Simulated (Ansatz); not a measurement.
The relaxed structure here is a generated cell of Be: the first start was made by placing the elements on the sites of a structure type, and the end was not matched to a known phase here, so it may be hypothetical. Known forms of Be include space group No. 194.

A relaxed cell of Be (Pm-3m (No. 221)), relaxed on a k-mesh at least as fine as the one used below. All values below come from r2SCAN (plane waves to 500 eV, PAW, scalar-relativistic; Ansatz, an electronic-structure program). Γ-centred k-mesh 15×15×8 on the run's cell (coarser than for final values), Fermi–Dirac smearing 0.05 eV.

```xyz
2
Lattice="2.1720 0.0000 0.0000 0.0000 2.1720 0.0000 0.0000 0.0000 4.3441" Properties=species:S:1:pos:R:3 pbc="T T T"
Be     0.0000     0.0000     0.0000
Be     0.0000     0.0000     2.1720
```

The atoms are displaced by (Å):

```json
[
 {"atom": "Be1", "ux": "-0.012", "uy": "-0.063", "uz": "0.078"},
 {"atom": "Be2", "ux": "0.054", "uy": "0.032", "uz": "-0.053"}
]
```

### Question
What forces (eV/Å) and pressure result?

### Answer
| atom | Fx | Fy | Fz |
|---|---|---|---|
| Be1 | -0.19 | -0.27 | -0.83 |
| Be2 | 0.19 | 0.27 | 0.83 |

Pressure +0.6 GPa.

The undisplaced cell is probably no minimum: from this displacement the run went on to Fm-3m (No. 225), 0.97 eV/atom below it.

No spin polarisation in the result.
